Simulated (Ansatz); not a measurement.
**ZnCdSe$_{2}$, first-principles data**

ZnCdSe$_{2}$:
```xyz
4
Lattice="4.0719 0.0000 0.0000 -2.0359 3.5264 0.0000 0.0000 0.0000 6.7549" Properties=species:S:1:pos:R:3 pbc="T T T"
Zn     0.0000     0.0000     0.0091
Cd     2.0359     1.1755     3.3288
Se     2.0359     1.1755     0.7381
Se     0.0000     0.0000     4.3541
```

Space group P3m1 (No. 156); conventional cell a = b = 4.072 Å, c = 6.755 Å, α = β = 90.00°, γ = 120.00°.

Method: plane-wave PAW LDA (Ansatz code). The cell and atoms are relaxed at this level. Other levels are named where they apply.

Cell and energy:

```json
{
 "volume_per_atom": "24.25 Å³",
 "density": "5.75 g/cm³",
 "Formation energy from the elements (no fitted shifts)": "-56 kJ/mol-atom"
}
```

Electronic structure:

```json
{
  "band_gap": "0.61 eV (direct)",
  "valence_band_maximum": "at Γ",
  "conduction_band_minimum": "at Γ",
  "electron_effective_mass": "0.063, 0.063, 0.072 mₑ (principal values)",
  "Hole effective mass, band 1 of 2 at the edge": "1.4 along x, 1.5 along z (mₑ)",
  "Hole effective mass, band 2 of 2 at the edge": "0.065 along x, 1.5 along z (mₑ)"
}
```

Mechanics:

```json
{
  "Bulk modulus (Birch–Murnaghan fit)": "62.0 GPa",
  "Pressure derivative B′": "4.5",
  "Elastic constants (relaxed ions, GPa)": "C11 = 88.8, C12 = 48.8, C13 = 42.9, C14 = 0.0, C33 = 116, C44 = 18.1",
  "mechanical_stability": "stable (all eigenvalues of C positive)",
  "hill_bulk_and_shear_moduli": "62.3 and 21.3 GPa",
  "Young's modulus": "57.3 GPa",
  "Poisson's ratio": "0.35",
  "debye_temperature_from_the_elastic_constants": "222 K",
  "Piezoelectric stress constants (proper, relaxed ions, C/m²)": "e15 = e24 = 0.08, e16 = e21 = -0.18, e22 = 0.18, e31 = e32 = 0.12, e33 = -0.11"
}
```

Phonons:

```json
{
  "Highest zone-centre frequency (without LO–TO term)": "217 cm⁻¹",
  "zone_centre_stability": "no imaginary mode at Γ"
}
```

The first step of the workflow began from a Materials Project structure, measured or hypothetical; the Crystallography Open Database copy checked does not list it. Its standing as an ambient phase is unchecked. The LDA relaxation kept the symmetry of its start. Signs of piezoelectric constants follow the polarity of the cell as given. The references are the lowest solids computed at this level, not always the standard phases. Spin–orbit coupling is left out wherever it is not named.

Potentials: the later of the program's two PAW sets.
